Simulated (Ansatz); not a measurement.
# Calculated with Ansatz: AlH2, relaxation

Launch command:

```bash
ansatz run input.yaml --threads 2 --pin off --max-ram 3584MiB --backend cpu --events-out ev --progress --plain --runs-dir out
```

The input file (Ansatz 0.2.0, plane waves):

```yaml
crystal:
  lattice:
    - [5.514815, 0.0, 0.0]
    - [0.0, 3.384239, 0.0]
    - [0.0, 0.0, 6.380362]
  atoms:
    - { symbol: H, position: [0.043, 0.25, 0.174] }
    - { symbol: H, position: [0.457, 0.75, 0.674] }
    - { symbol: H, position: [0.543, 0.25, 0.326] }
    - { symbol: H, position: [0.957, 0.75, 0.826] }
    - { symbol: Al, position: [0.26029, 0.25, 0.88863] }
    - { symbol: Al, position: [0.23971, 0.75, 0.38863] }
    - { symbol: Al, position: [0.76029, 0.25, 0.61137] }
    - { symbol: Al, position: [0.73971, 0.75, 0.11137] }
    - { symbol: H, position: [0.646, 0.25, 0.9135] }
    - { symbol: H, position: [0.854, 0.75, 0.4135] }
    - { symbol: H, position: [0.146, 0.25, 0.5865] }
    - { symbol: H, position: [0.354, 0.75, 0.0865] }
  symmetry: { tolerance: 0.0003 }
kpoints:
  mp_grid: { grid: [4, 6, 3], shift: [0, 0, 0] }
magnetization:
  spin_polarized: false
scf:
  occupations: { method: methfessel_paxton, width: 0.0293 }
  lower_state_search: "off"
hamiltonian:
  pseudopotentials: { kind: paw }
  xc: r2scan
basis:
  ecutwfc: 500
  fft_grid_basis: typed
relax:
  max_steps: 80
output:
  forces: true
  stress: true
  eigenvalues: true
  bader: true
  populations: true
  elf: true
  write_potential: true
  volumetric_format: npy
  dos:
    e_range: [-12, 8]
    de: 0.05
    projected: { site_lists: { Al: [Al], H: [H] } }
checkpoint:
  read: saved_state
```

Origin of the cell: a known structure type with other elements, at an estimated volume, so it need not be a known compound.

The saved state is a converged single point of the same cell.

Steps:

```json
{"step": "1", "ΔF (meV/atom)": "0.0", "max force component (eV/Å)": "0.447", "SCF iterations": "6", "step was": "accepted"}
{"step": "2", "ΔF (meV/atom)": "-31.5", "max force component (eV/Å)": "0.310", "SCF iterations": "5", "step was": "accepted"}
{"step": "3", "ΔF (meV/atom)": "-62.9", "max force component (eV/Å)": "0.195", "SCF iterations": "6", "step was": "accepted"}
{"step": "4", "ΔF (meV/atom)": "-76.5", "max force component (eV/Å)": "0.301", "SCF iterations": "5", "step was": "accepted"}
{"step": "5", "ΔF (meV/atom)": "-109.3", "max force component (eV/Å)": "0.257", "SCF iterations": "5", "step was": "accepted"}
{"step": "6", "ΔF (meV/atom)": "-140.8", "max force component (eV/Å)": "0.419", "SCF iterations": "5", "step was": "accepted"}
{"step": "7", "ΔF (meV/atom)": "-174.6", "max force component (eV/Å)": "0.445", "SCF iterations": "5", "step was": "accepted"}
{"step": "8", "ΔF (meV/atom)": "-198.1", "max force component (eV/Å)": "0.166", "SCF iterations": "5", "step was": "accepted"}
{"step": "9", "ΔF (meV/atom)": "-202.5", "max force component (eV/Å)": "0.157", "SCF iterations": "5", "step was": "accepted"}
{"step": "10", "ΔF (meV/atom)": "-213.4", "max force component (eV/Å)": "0.171", "SCF iterations": "5", "step was": "accepted"}
{"step": "11", "ΔF (meV/atom)": "-222.8", "max force component (eV/Å)": "0.157", "SCF iterations": "5", "step was": "accepted"}
{"step": "12", "ΔF (meV/atom)": "-223.4", "max force component (eV/Å)": "0.146", "SCF iterations": "4", "step was": "accepted"}
{"step": "13", "ΔF (meV/atom)": "-225.6", "max force component (eV/Å)": "0.045", "SCF iterations": "5", "step was": "accepted"}
{"step": "14", "ΔF (meV/atom)": "-225.3", "max force component (eV/Å)": "0.079", "SCF iterations": "5", "step was": "rejected"}
{"step": "15", "ΔF (meV/atom)": "-225.8", "max force component (eV/Å)": "0.021", "SCF iterations": "5", "step was": "accepted"}
{"step": "16", "ΔF (meV/atom)": "-225.8", "max force component (eV/Å)": "0.002", "SCF iterations": "4", "step was": "accepted"}
```

The starting structure.

Space group Pnma (No. 62); the run's cell has a = 5.515 Å, b = 3.384 Å, c = 6.380 Å, α = 90.00°, β = 90.00°, γ = 90.00°. Shortest distances: Al–H 2.03 Å, H–H 2.47 Å, Al–Al 3.28 Å.

The relaxed structure.

Space group Pnma (No. 62); the run's cell has a = 5.515 Å, b = 3.384 Å, c = 6.380 Å, α = 90.00°, β = 90.00°, γ = 90.00°. Shortest distances: Al–H 1.69 Å, H–H 2.34 Å, Al–Al 2.96 Å.

```xyz
12
Lattice="5.5148 0.0000 0.0000 0.0000 3.3842 0.0000 0.0000 0.0000 6.3804" Properties=species:S:1:pos:R:3 pbc="T T T"
H    -0.8252    0.8461    0.1825
H     3.5826    2.5382    3.3726
H     1.9322    0.8461    3.0077
H     6.3400    2.5382    6.1979
Al    1.0003    0.8461    5.6967
Al    1.7571    2.5382    2.5065
Al    3.7577    0.8461    3.8739
Al    4.5145    2.5382    0.6837
H     2.7185    0.8461    5.2125
H     5.5537    2.5382    2.0224
H    -0.0389    0.8461    4.3580
H     2.7963    2.5382    1.1678
```

* Free energy lowered by: 225.8 meV/atom
* Final pressure: 1.99 GPa
* Relaxation steps listed: 16

Caveats: the SCF threshold is looser than advised for a stress; the k mesh is coarse if the cell is a metal; the relaxation held the start's symmetry, so the end may be a saddle point.

Time: 130 s of wall time on 2 CPU thread(s) of a shared host, from a saved density.
